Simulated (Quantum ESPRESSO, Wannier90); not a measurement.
# Ir (fcc (Cu type)), plane waves to Wannier functions

```
begin unit_cell_cart
ang
    0.0000000000    1.9269650000    1.9269650000
    1.9269650000    0.0000000000    1.9269650000
    1.9269650000    1.9269650000    0.0000000000
end unit_cell_cart
begin atoms_frac
Ir   0.0000000000  0.0000000000  0.0000000000
end atoms_frac
```

Cell from Materials Project (mp-101), symmetrised, no further relaxation. This is the element's usual structure. Method: PBEsol plane waves in Quantum ESPRESSO 7.5 (PseudoDojo norm-conserving files, 55 Ry, spinors with spin-orbit coupling), Bloch states on a 10×10×10 mesh through Γ, Wannier90 4.0.1. Density: 18×18×18 mesh, cold smearing 0.01 Ry.

A tight-binding model is made by disentanglement and projection with no localisation steps (num_iter = 0), so the 18 orbitals stay atom-like: hydrogen-like Ir: s;p;d, axes along x, y, z; frozen window up to 3.00 eV relative to the Fermi level. It follows pw.x to 2.9 meV rms for states up to 1.0 eV relative to the Fermi level. Matrix elements depend on this choice of orbitals and windows.

The 45 largest hoppings ⟨m,0|H|n,R⟩ between different sites (one of each Hermitian pair; signs follow the real orbitals' lobes; the list may end inside a set of equal values):

```csv
m,n,R,distance of the centres (Å),t (eV),Im t (eV)
Ir1 py↑,Ir1 px↑,0 0 1,2.73,2.109,-0.070
Ir1 px↑,Ir1 py↑,1 -1 0,2.73,-2.109,0.070
Ir1 px↑,Ir1 py↑,0 0 1,2.73,2.109,0.070
Ir1 py↑,Ir1 px↑,1 -1 0,2.73,-2.109,-0.070
Ir1 px↓,Ir1 py↓,1 -1 0,2.73,-2.108,-0.070
Ir1 py↓,Ir1 px↓,1 -1 0,2.73,-2.108,0.070
Ir1 py↓,Ir1 px↓,0 0 1,2.73,2.108,0.070
Ir1 px↓,Ir1 py↓,0 0 1,2.73,2.108,-0.070
Ir1 pz↑,Ir1 px↑,1 0 -1,2.73,-2.109,0.000
Ir1 px↑,Ir1 pz↑,1 0 -1,2.73,-2.109,0.000
Ir1 px↓,Ir1 pz↓,1 0 -1,2.73,-2.108,0.000
Ir1 pz↓,Ir1 py↓,0 1 -1,2.73,-2.108,0.000
Ir1 px↑,Ir1 pz↑,0 1 0,2.73,2.108,0.000
Ir1 py↓,Ir1 pz↓,0 1 -1,2.73,-2.108,0.000
Ir1 pz↓,Ir1 px↓,1 0 -1,2.73,-2.108,0.000
Ir1 pz↑,Ir1 py↑,1 0 0,2.73,2.108,0.000
Ir1 pz↑,Ir1 px↑,0 1 0,2.73,2.108,0.000
Ir1 px↓,Ir1 pz↓,0 1 0,2.73,2.108,0.000
Ir1 py↓,Ir1 pz↓,1 0 0,2.73,2.108,0.000
Ir1 pz↑,Ir1 py↑,0 1 -1,2.73,-2.108,0.000
Ir1 py↑,Ir1 pz↑,1 0 0,2.73,2.108,0.000
Ir1 py↑,Ir1 pz↑,0 1 -1,2.73,-2.108,0.000
Ir1 pz↓,Ir1 py↓,1 0 0,2.73,2.108,0.000
Ir1 pz↓,Ir1 px↓,0 1 0,2.73,2.108,0.000
Ir1 py↑,Ir1 s↑,0 0 1,2.73,-1.479,-0.002
Ir1 s↑,Ir1 px↑,0 0 1,2.73,1.479,0.002
Ir1 s↑,Ir1 py↑,1 -1 0,2.73,1.479,0.002
Ir1 px↑,Ir1 s↑,1 -1 0,2.73,1.479,0.002
Ir1 s↑,Ir1 py↑,0 0 1,2.73,1.479,-0.002
Ir1 s↓,Ir1 px↓,1 0 -1,2.73,-1.479,0.000
Ir1 px↓,Ir1 s↓,1 0 -1,2.73,1.479,0.000
Ir1 px↓,Ir1 s↓,0 1 0,2.73,-1.479,0.000
Ir1 s↓,Ir1 py↓,1 -1 0,2.73,1.479,-0.002
Ir1 s↑,Ir1 px↑,1 0 -1,2.73,-1.479,0.000
Ir1 pz↑,Ir1 s↑,0 1 -1,2.73,-1.479,0.000
Ir1 py↓,Ir1 s↓,0 1 -1,2.73,1.479,0.000
Ir1 px↑,Ir1 s↑,0 1 0,2.73,-1.479,0.000
Ir1 py↓,Ir1 s↓,1 0 0,2.73,-1.479,0.000
Ir1 px↑,Ir1 s↑,0 0 1,2.73,-1.479,0.002
Ir1 s↑,Ir1 pz↑,0 1 -1,2.73,1.479,0.000
Ir1 s↓,Ir1 py↓,0 1 -1,2.73,-1.479,0.000
Ir1 s↑,Ir1 pz↑,0 1 0,2.73,1.479,0.000
Ir1 s↑,Ir1 px↑,1 -1 0,2.73,-1.479,0.002
Ir1 py↓,Ir1 s↓,1 -1 0,2.73,-1.479,-0.002
Ir1 s↓,Ir1 py↓,1 0 0,2.73,1.479,0.000
```
